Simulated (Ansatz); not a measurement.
Question: Ge in space group Fd-3m (No. 227; Ge on 16d) is relaxed with plane-wave PAW r²SCAN (Ansatz code). What lattice parameters of the conventional cell result?

Answer: a = 7.497 Å.

Question: Is it a metal or does it have a gap at this level?

Answer: No gap at this level.

The workflow started from an entry of the Crystallography Open Database (COD). Its sites differ from those of the usual phase in this space group: another stacking or structure type. The r²SCAN relaxation kept the symmetry of its start; of distortions, only those at the zone centre were tested, and some modes there are weakly imaginary. The volume moved by 134 % from the start of the relaxation. Spin–orbit coupling is left out wherever it is not named.

Potentials: the later of the program's two PAW sets.
